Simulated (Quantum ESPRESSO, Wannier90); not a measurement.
# Wannierisation of ReNCl$_{4}$ (I4)

```
begin unit_cell_cart
ang
    0.0000000000    0.0000000000    4.1056500000
   -4.4010050000    4.4010050000    2.0528250000
   -4.4010050000   -4.4010050000    2.0528250000
end unit_cell_cart
begin atoms_frac
Re  -0.0144200000  0.0000000000  0.0000000000
N   -0.4261800000  0.0000000000  0.0000000000
Cl   0.0036400000 -0.1822200000  0.3177000000
Cl  -0.1785800000  0.3177000000  0.1822200000
Cl   0.1391200000  0.1822200000 -0.3177000000
Cl   0.3213400000 -0.3177000000 -0.1822200000
end atoms_frac
```

Materials Project entry mp-568100; symmetrised, unrelaxed at this level. Not found in the COD (Crystallography Open Database) copy used; not checked further. Level: PBEsol, spinors with spin-orbit coupling; pw.x of Quantum ESPRESSO at 68 Ry with PseudoDojo potentials, 4×4×4 k-points, Wannier90. Density: 8×8×8 mesh, cold smearing 0.01 Ry. The cell is built of weakly bound layers, chains or molecules, whose nearest atoms lie 3.81 Å apart. Database cells relaxed without dispersion often hold them too far apart, which can enlarge gaps and weakens couplings between them; spacing and stacking were not compared with the measured crystal.

Bands 49-50 form an isolated set from 1.05 to 1.44 eV relative to the valence-band maximum (on the path) and are turned into 2 Wannier functions by minimising the spread from the start: SCDM (isolated).

**Question.** Where do the functions sit, how wide are they and what are they made of?

**Answer.** 
```tsv
functions	spread (Å²)	nearest atom, distance (Å)	second atom, distance (Å)	weight on atomic waves
2	4.30	Re 0.16	N 1.85	Re 5d 52 %, Cl 3p 46 %
```

Ω_I = 8.60 Å², Ω_total = 8.61 Å²; the interpolated bands follow pw.x to 1.9 meV rms on the path. Only this start was tried; a symmetric start can stop on a saddle, and mixtures of these functions could lower the total by at most Ω_total − Ω_I.
